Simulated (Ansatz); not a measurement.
WS2:
Space group P6₃/mmc (No. 194); a = 3.172 Å, b = 3.172 Å, c = 12.553 Å, α = 90.00°, β = 90.00°, γ = 120.00°

| atom | site | symmetry | x | y | z |
|---|---|---|---|---|---|
| W | 2d | -6m2 | 0.6667 | 0.3333 | 0.2500 |
| S | 4f | 3m. | 0.3333 | 0.6667 | 0.1257 |

Relaxed at zero pressure with DFT-r²SCAN+D4 in the program Ansatz with PAW potentials.

**Question.** The volume is lowered by 3 % and shape and atoms relax at that volume. What pressure results, and how do the axes share the change?

**Answer.** 1.4 GPa; a -0.3 %, b -0.3 %, c -2.3 %; the energy rises by 2 meV/atom.

**Question.** Give the new structure.

**Answer.** 
Space group P6₃/mmc (No. 194); a = b = 3.1607 Å, c = 12.2613 Å, α = β = 90.00°, γ = 120.00°

```tsv
atom	site	symmetry	x	y	z
W	2d	-6m2	0.6667	0.3333	0.2500
S	4f	3m.	0.3333	0.6667	0.1227
```

The phase is kept; no other phase was compared at this pressure.

Space group P6_3/mmc. Symmetry was held in the r²SCAN+D4 relaxation; phonons on a q-mesh show no instability. The run is not spin-polarised. Scalar-relativistic: spin–orbit coupling is off unless named, which matters more the heavier the elements.

Potentials: the later of the program's two PAW sets.
